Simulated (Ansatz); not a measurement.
Consider the following.

ZrTi:
```cif
data_TiZr
_chemical_formula_sum 'Zr1 Ti1'
_space_group_name_H-M_alt 'P 1'
_space_group_IT_number 1
_cell_length_a 3.10947
_cell_length_b 3.10947
_cell_length_c 4.89209
_cell_angle_alpha 90.000
_cell_angle_beta 90.000
_cell_angle_gamma 120.000
loop_
_space_group_symop_operation_xyz
  'x, y, z'
loop_
_atom_site_label
_atom_site_type_symbol
_atom_site_fract_x
_atom_site_fract_y
_atom_site_fract_z
_atom_site_occupancy
Zr1 Zr 0.00000 0.00000 0.00000 1
Ti1 Ti 0.33333 0.66667 0.50000 1
```

This is the r²SCAN-relaxed structure.

Task: All from plane-wave PAW r²SCAN (Ansatz code), unless another level is named. Predict the density of states at the Fermi level.

Result: 0.83 states/eV per atom (mean over ±0.08 eV).

Task: Predict the formation energy from the elements (no fitted shifts).

Result: 0.094 eV/atom.

Space group P-6m2. The workflow started from a Materials Project entry (that database holds measured and hypothetical structures alike); the Crystallography Open Database copy checked does not list it. With Zr and Ti taken as one species the cell has the higher symmetry P6_3/mmc, so it may be an ordered model of a mixed-site phase. Whether it is the stable phase at ambient conditions was not checked. Symmetry was held in the r²SCAN relaxation; its stability against distortions is not shown here. No spin polarisation was allowed. The references are the lowest solids computed at this level, not always the standard phases. Scalar-relativistic: spin–orbit coupling is off unless named, which matters more the heavier the elements.

Potentials: the later of the program's two PAW sets.
